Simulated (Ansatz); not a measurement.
AlRu (CsCl type)

```
AlRu
1.0
    2.98252     0.00000     0.00000
    0.00000     2.98252     0.00000
    0.00000     0.00000     2.98252
Al Ru
1 1
Cartesian
  0.00000   0.00000   0.00000
  1.49126   1.49126   1.49126
```

Scan: atom 2 (Ru, nearest neighbour Al at 2.583 Å; its periodic images, 3.0 Å or more away, move with it) is displaced along Cartesian [111], direction (0.577, 0.577, 0.577) in Cartesian axes, by s. The other atoms stay.

All values below come from r2SCAN (plane waves to 500 eV, PAW, scalar-relativistic; Ansatz, a first-principles code). k mesh 13×13×13 (Γ-centred), Fermi-Dirac smearing 0.05 eV. The energy includes the smearing's −TS. Left out: 4 of 11 points, with atoms too close for the PAW data. With partly filled bands, energies and forces of such displacements shift with the k mesh and the smearing. AlRu is run without spin polarisation. AlRu was relaxed with its symmetry unable to fall. ΔE is measured from the undisplaced structure. The last digit holds for this mesh only.

| s (Å) | ΔE (meV/cell) |
|---|---|
| -0.462 | 1062.8 |
| -0.308 | 421.7 |
| -0.154 | 98.7 |
| 0.000 | 0.0 |
| 0.154 | 98.7 |
| 0.308 | 421.7 |
| 0.462 | 1062.8 |

What force constant k = d²E/ds² at s = 0 does the table give?

8.1 eV/Å². It is the second difference of the nearest points, corrected with the next pair.

With k = 8.11 eV/Å² from the forces, is the well harmonic out to s = 0.462 Å?

½ks² = 865 meV/cell against the computed 1063 meV/cell, so the well is stiffer than harmonic there.

(A displaced cell: forces are minus the slopes of the energy, force constants its curvatures, and phonons follow from these.)
